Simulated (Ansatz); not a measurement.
This guess for Rb2VCdC6N6 is about to be relaxed.

```cif
data_structure
_symmetry_space_group_name_H-M 'P 1'
_symmetry_Int_Tables_number 1
_cell_length_a 7.3235
_cell_length_b 7.3235
_cell_length_c 7.3235
_cell_angle_alpha 60.000
_cell_angle_beta 60.000
_cell_angle_gamma 60.000
_cell_volume 277.74
loop_
_atom_site_label
_atom_site_type_symbol
_atom_site_fract_x
_atom_site_fract_y
_atom_site_fract_z
_atom_site_occupancy
Rb1 Rb 0.25000 0.25000 0.25000 1
Rb2 Rb 0.75000 0.75000 0.75000 1
V1 V 0.50000 0.50000 0.50000 1
Cd1 Cd 0.00000 0.00000 0.00000 1
C1 C 0.80680 0.19320 0.19320 1
C2 C 0.19320 0.80680 0.19320 1
C3 C 0.19320 0.19320 0.80680 1
C4 C 0.19320 0.80680 0.80680 1
C5 C 0.80680 0.19320 0.80680 1
C6 C 0.80680 0.80680 0.19320 1
N1 N 0.69383 0.30617 0.30617 1
N2 N 0.30617 0.69383 0.30617 1
N3 N 0.30617 0.30617 0.69383 1
N4 N 0.30617 0.69383 0.69383 1
N5 N 0.69383 0.30617 0.69383 1
N6 N 0.69383 0.69383 0.30617 1
```

Theory: DFT PBE, scalar-relativistic, plane waves, PAW (Ansatz 0.2.0). Cutoff 420 eV, Gaussian smearing, Γ-centred meshes. Cell and atoms relax first on a coarse mesh and then on a converged one. In between, the cell is made exact in the group found at 0.06 Å. The steps can't lower the symmetry of their start. Collinear spin, starting moments V 2.0 μB.

A guess keeps its type if space group and coordination stay and the shape of the cell changes little (axis ratios within about 15 %, angles within 6°); the volume may change.

Question: Does this structure survive the relaxation?

Answer: It keeps its type. The symmetry stays Fm-3m (No. 225). The volume per atom grows by 29.7 %, from 17.4 to 22.5 Å³. The shortest distance stays 1.17 Å (C–N). Counting neighbours within 15 % of an atom's shortest distance, the start has C 1, Cd 6, N 1, Rb 24, V 6 and the end C 1, Cd 6, N 1, Rb 24, V 6.

Formation energies are uncorrected and refer to the elements' standard structures at the same level (N₂ as a molecule).

Question: At what energy does it end?

Answer: +0.039 eV/atom. The separate elements lie lower, so it is unstable against them.

The last run used collinear spin, a 4×4×4 mesh for its 16-atom cell and Gaussian smearing of 0.02 eV. The reference form of C is held partly by dispersion forces, which this level lacks. Another magnetic order may lie lower. Symmetry constrained the relaxation, so the result can be a saddle point.
